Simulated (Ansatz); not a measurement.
**Sn₃Se₂S (P-3m1) at 3 levels of theory**

One geometry, relaxed with PBE; plane waves with PAW potentials in Ansatz, scalar-relativistic. No spin polarisation. Gaps are the least over mesh and band path; pressure is positive in compression.

```yaml
crystal:
  lattice:
    - [4.23755, 0.00000, 0.00000]
    - [-2.11877, 3.66982, 0.00000]
    - [0.00000, 0.00000, 10.37232]
  atoms:
    - { symbol: Sn, position: [0.00000, 0.00000, 0.00000] }
    - { symbol: Sn, position: [0.33333, 0.66667, 0.65773] }
    - { symbol: Sn, position: [0.66667, 0.33333, 0.34227] }
    - { symbol: Se, position: [0.66667, 0.33333, 0.82891] }
    - { symbol: Se, position: [0.33333, 0.66667, 0.17109] }
    - { symbol: S, position: [0.00000, 0.00000, 0.50000] }
```

```json
{"level": "PBE", "cutoff (eV)": "420", "k mesh": "12×12×4", "gap (eV)": "0.10", "pressure (GPa)": "0.0"}
{"level": "r2SCAN", "cutoff (eV)": "500", "k mesh": "12×12×4", "gap (eV)": "0.03", "pressure (GPa)": "-1.1"}
{"level": "LDA", "cutoff (eV)": "420", "k mesh": "12×12×4", "gap (eV)": "0.13", "pressure (GPa)": "-4.3"}
```

It was reached by relaxing an invented guess, and it needn't be the stable form of this composition.
